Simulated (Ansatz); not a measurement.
Cs2YAgF6 in space group Fm-3m (No. 225; Cs on 8c, Y on 4b, Ag on 4a, F on 24e), r²SCAN in the plane-wave PAW code Ansatz. The conduction-band minimum lies at Γ, with 1 equivalent valley. Second derivatives d²E/dk² of the lowest band at one valley (eV·Å²), along Cartesian directions:

```csv
direction,d²E/dk²
[100],14.33
[010],14.33
[001],14.33
[110],14.33
[101],14.33
[011],14.33
```

Problem. Find the principal effective masses, the density-of-states mass and the conductivity mass.

Solution. Off-diagonal terms follow from H_xy = H[110] − (H_xx + H_yy)/2, and m*/mₑ = 7.620 eV·Å² over each eigenvalue: 0.53, 0.53, 0.53. One valley's DOS mass (m₁m₂m₃)^(1/3) = 0.53, conductivity mass 3/(Σ 1/mᵢ) = 0.53 mₑ.

Problem. What effective density of states Nc follows at 300 K for parabolic valleys?

Solution. Nc = 2.509e19 × 1 × (0.53)^(3/2) ≈ 9.7e18 cm⁻³.

The workflow started from a Materials Project entry (that database holds measured and hypothetical structures alike); the Crystallography Open Database copy checked does not list it. Whether it is the stable phase at ambient conditions was not checked. The cell was relaxed with r²SCAN under the symmetry of its start; its stability against distortions is not shown here. No spin polarisation was allowed. Scalar-relativistic: spin–orbit coupling is off unless named, which matters more the heavier the elements.

Potentials: the later of the program's two PAW sets.

Edges and masses are those of Kohn–Sham bands, whose gap is no quasiparticle gap.
